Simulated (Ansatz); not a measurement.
How the field gradients follow the size of the cell in BN

Reference cell: a COD entry, whose atoms a relaxation with PBE at fixed cell left in place.

```
B N
1.0
     2.54000    0.00000    0.00000
    -1.27000    2.19970    0.00000
     0.00000    0.00000    6.59800
B N
2 2
Cartesian
  0.0000 1.4665 1.6495
  1.2700 0.7332 4.9485
  0.0000 1.4665 4.9485
  1.2700 0.7332 1.6495
```

Atom numbers follow the list; atoms alike are taken as one site, whose name carries the number of the first.

Level of theory: DFT, PBE, plane waves and PAW, scalar-relativistic, 420 eV cutoff, Γ-centred 13×13×5 k-points, Fermi–Dirac smearing 0.02 eV (Ansatz 0.2.0).

The cell is scaled uniformly, and the ions relax again at each size.

Task: How do the gradients (10²¹ V/m²) respond?

Result: 

```
V/V₀   B V_zz (η)    N V_zz (η)
0.94  2.86 (0.00)  -0.18 (0.00)
0.96  2.82 (0.00)  -0.38 (0.00)
0.98  2.78 (0.00)  -0.58 (0.00)
1.00  2.74 (0.00)  -0.78 (0.00)
1.02  2.71 (0.00)  -0.97 (0.00)
1.04  2.67 (0.00)  -1.16 (0.00)
1.06  2.63 (0.00)  -1.34 (0.00)
```

Logarithmic slopes d ln|V_zz|/d ln V over the series: B -0.7, N 15.6. Point charges on a uniformly scaled lattice would give −1; charge that moves in the bonds makes the difference. Slopes far above 3 in size belong to small values that are left over from large contributions.

No dispersion correction is included, which matters between the layers of this solid.

At this cell the PBE pressure is -6 GPa (principal stresses up to 11 GPa in size), so it isn't the equilibrium cell of PBE. The entry's cell may itself be off.
